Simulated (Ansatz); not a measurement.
TaRe$_{3}$ in space group I4/mmm (No. 139; Re on 2b, Re on 4d, Ta on 2a), PBEsol (plane waves, PAW; program Ansatz), all energies at zero smearing, with the estimated change up to a 700 eV cutoff added, with one set of potentials and settings (totals compare only within such a set). Cell of 4 atoms (3 Re, 1 Ta): -42022.138 eV.

```csv
element,reference phase,E (eV/atom)
Re,"P6_3/mmc, 4 atoms in the cell",-10738.3805
Ta,"Im-3m, 1 atoms in the cell",-9807.4091
```

Formation energy per atom, worked out: (-42022.138 − 3×(-10738.3805) − 1×(-9807.4091))/4 = 0.103 eV/atom (10 kJ per mol of atoms), at 0 K, without zero-point energy or fitted corrections.

A made-up cell: these elements were put on the sites of a structure type; neither database checked (COD, Materials Project) lists it. Whether it is the stable phase at ambient conditions was not checked. Symmetry was held in the PBEsol relaxation; whether a distortion lowers the energy is not shown. The run is not spin-polarised. The references are the lowest solids computed at this level, not always the standard phases. Spin–orbit coupling is left out wherever it is not named.

Potentials: the earlier of the program's two PAW sets. The files were generated under PBE; for other functionals the program regenerates the frozen cores, and for LDA and PBEsol the local potential too.
